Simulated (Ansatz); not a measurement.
Consider the following.

AlRu:
```yaml
crystal:
  lattice:
    - [2.98251, 0.00000, 0.00000]
    - [0.00000, 2.98251, 0.00000]
    - [0.00000, 0.00000, 2.98251]
  atoms:
    - { symbol: Al, position: [0.00000, 0.00000, 0.00000] }
    - { symbol: Ru, position: [0.50000, 0.50000, 0.50000] }
```

This is the r²SCAN-relaxed structure.

Problem. All from the program Ansatz at the r²SCAN level (PAW), unless another level is named. Give the formation energy from the elements (no fitted shifts).

Solution. -0.71 eV/atom.

Problem. Next, the density of states at the Fermi level?

Solution. 0.78 states/eV per atom (mean over ±0.08 eV).

Problem. Next, the gap with spin–orbit coupling?

Solution. none (metallic).

Space group Pm-3m (CsCl type). The cell was relaxed with r²SCAN under the symmetry of its start. The run is not spin-polarised. The references are the lowest solids computed at this level, not always the standard phases. Spin–orbit coupling is left out wherever it is not named.

Potentials: the later of the program's two PAW sets.
